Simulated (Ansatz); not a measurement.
All-electron LAPW in Ansatz 0.2.0 under PBE, scalar-relativistic, energies extrapolated to zero smearing. Slabs are 1×1 cells cut from bulk crystals relaxed on PAW files, with atoms then relaxed, 16 to 20 Å of vacuum, a dipole correction, k spacings of 0.16 to 0.26 Å⁻¹ and smearing of 0.02 to 0.1 eV, without spin–orbit coupling; Cr, Mn, Fe, Co, Ni, Eu and Gd start ferromagnetic, the others run without spin. The bulk type named needn't be the stable one, and no reconstruction is allowed.

```
                        slab  area (Å²)  γ (J/m²)  Φ (eV)  Δd12 (%)
    hcp Co (10-10), 4 layers      10.06         ?    4.76     -21.6
rocksalt TiN (100), 4 layers       9.02      1.31    2.81         ?
      fcc Au (100), 4 layers       8.64      0.87    5.06      -1.4
      fcc Cu (111), 5 layers       5.70      1.32    4.80      -0.8
      fcc Pt (100), 5 layers       7.88      1.84    5.67      -2.4
     hcp Ti (0001), 6 layers       7.49      1.98    4.40      -7.0
```

**Question.** Give the missing entry: row "hcp Co (10-10), 4 layers", column "γ (J/m²)".

**Answer.** 2.27.

**Question.** What belongs in the row "rocksalt TiN (100), 4 layers", column "Δd12 (%)"?

**Answer.** -1.6.
